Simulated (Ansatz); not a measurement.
A relaxed structure of Nb is spoiled in several ways and relaxed again each time (squeezed and stretched starts keep its symmetry, which their runs cannot lower; pressure is positive under compression). Level of theory: PBE (plane waves to 420 eV, PAW, scalar-relativistic; Ansatz, an electronic-structure program).

Space group Im-3m (No. 229); a = b = c = 3.310 Å, α = β = γ = 90.00°

| atom | site | symmetry | x | y | z |
|---|---|---|---|---|---|
| Nb | 2a | m-3m | 0.0000 | 0.0000 | 0.0000 |
(The calculation used a cell of 1 atom; values per cell refer to that cell.)

| change | first pressure (GPa) | largest first force (eV/Å) | released (eV/atom) | moves | outcome | final group | E − E(parent) (eV/atom) |
|---|---|---|---|---|---|---|---|
| squeezed uniformly to 88 % of its volume | 27.3 | 0.00 | 0.17 | 5 | returns to the parent | Im-3m | 0.00 |
| stretched uniformly to 150 % of its volume | -30.8 | 0.00 | 1.23 to 1.24 | 9 | returns to the parent | Im-3m | 0.00 |

First-step values come from each run's starting, coarser k-mesh (14×14×14, 12×12×12). The runs use different k-meshes, so differences are rounded accordingly. No spin polarisation in the result.
